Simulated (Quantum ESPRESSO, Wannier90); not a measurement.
## SnO₂ (Pnnm): Wannier90 run

```xyz
6
Lattice="4.7880 0.0000 0.0000 0.0000 4.8666 0.0000 0.0000 0.0000 3.2409" Properties=species:S:1:pos:R:3 pbc="T T T"
Sn     2.3940     2.4333     1.6204
Sn     0.0000     0.0000     0.0000
O      1.3974     1.5624     0.0000
O     -1.3974    -1.5624     0.0000
O     -0.9966     0.8709     1.6204
O      0.9966    -0.8709     1.6204
```

Cell from Materials Project (mp-550172), symmetrised, no further relaxation. Not found in the COD (Crystallography Open Database) copy used, which has the formula in other groups; not checked further. Method: LDA plane waves in Quantum ESPRESSO 7.5 (PseudoDojo norm-conserving files, 68 Ry, no spin polarisation, no spin-orbit coupling), Bloch states on a 6×6×10 mesh through Γ, Wannier90 4.0.1. Density: 6×6×10 mesh, Gaussian smearing 0.01 Ry. Spin-orbit coupling is left out although heavy elements are present.

Bands 11-14 form an isolated set from -18.34 to -15.04 eV relative to the valence-band maximum (on the path) and are turned into 4 Wannier functions by minimising the spread from the start: atomic waves O 2s.

Problem. Where do the functions sit, how wide are they and what are they made of?

Solution. 
```
functions  spread (Å²)  nearest atom, distance (Å)  second atom, distance (Å)            weight on atomic waves
---------  -----------  --------------------------  -------------------------  --------------------------------
4                 1.21                      O 0.06                    Sn 2.06  O 2s 72 %, Sn 5p 13 %, Sn 4d 9 %
```

Ω_I = 4.83 Å², Ω_total = 4.84 Å²; the interpolated bands follow pw.x to 0.0 meV rms on the path. Only this start was tried; a symmetric start can stop on a saddle, and mixtures of these functions could lower the total by at most Ω_total − Ω_I.
